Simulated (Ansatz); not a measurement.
Ni (fcc, Cu type)

```xyz
1
Lattice="0.0000 1.7314 1.7314 1.7314 0.0000 1.7314 1.7314 1.7314 0.0000" Properties=species:S:1:pos:R:3 pbc="T T T"
Ni     0.0000     0.0000     0.0000
```

Grid over V/V₀ and (c/a)/(c/a)₀, subscript 0 meaning the relaxed cell; the conventional c axis lies along z; no internal relaxation.

The numbers are results of PBEsol (plane waves to 420 eV, PAW, scalar-relativistic; Ansatz, an electronic-structure program), not measurements. k mesh 23×23×23 (Γ-centred), Fermi-Dirac smearing 0.05 eV. Compression counts positive. With partly filled bands, the response to shear is sensitive to the k mesh, so small differences along c/a are uncertain. Ni was relaxed with its symmetry unable to fall. Relaxed Ni ends ferromagnetic. The magnetic order is the one the run started from; other orders were not tried. The last digit holds for this mesh only.

Changes of σxx (GPa) from the point V/V₀ = 1.000, (c/a)/(c/a)₀ = 1.000 when one coordinate moves alone (two changes are said to add if the coupling is within 5 % of the smaller one, nearly so within 20 %):

| point | change |
|---|---|
| V/V₀ = 1.000, (c/a)/(c/a)₀ = 0.960 | -1.54 |
| V/V₀ = 1.000, (c/a)/(c/a)₀ = 0.980 | -0.86 |
| V/V₀ = 0.960, (c/a)/(c/a)₀ = 1.000 | 10.42 |
| V/V₀ = 0.980, (c/a)/(c/a)₀ = 1.000 | 4.90 |
| V/V₀ = 1.020, (c/a)/(c/a)₀ = 1.000 | -4.36 |
| V/V₀ = 1.040, (c/a)/(c/a)₀ = 1.000 | -8.22 |
| V/V₀ = 1.000, (c/a)/(c/a)₀ = 1.020 | 1.01 |
| V/V₀ = 1.000, (c/a)/(c/a)₀ = 1.040 | 2.16 |

**Question.** Do the two effects add at V/V₀ = 1.040, (c/a)/(c/a)₀ = 0.960? Give the computed change.

**Answer.** The sum of the single changes is -8.22 + (-1.54) = -9.76; the calculation gives -9.60, so the coupling contributes 0.16 (under 20 % of the smaller single change, nearly additive).

**Question.** Do the two effects add at V/V₀ = 1.020, (c/a)/(c/a)₀ = 0.960? Give the computed change.

**Answer.** The sum of the single changes is -4.36 + (-1.54) = -5.90; the calculation gives -5.81, so the coupling contributes 0.09 (under 20 % of the smaller single change, nearly additive).

**Question.** What is the change at V/V₀ = 0.960, (c/a)/(c/a)₀ = 1.020, where both move, and how far is it from the sum?

**Answer.** The sum of the single changes is 10.42 + (1.01) = 11.43; the calculation gives 11.54, so the coupling contributes 0.11 (under 20 % of the smaller single change, nearly additive).

(Under strain, the slope of the energy per volume gives the stress and its curvature an elastic modulus.)
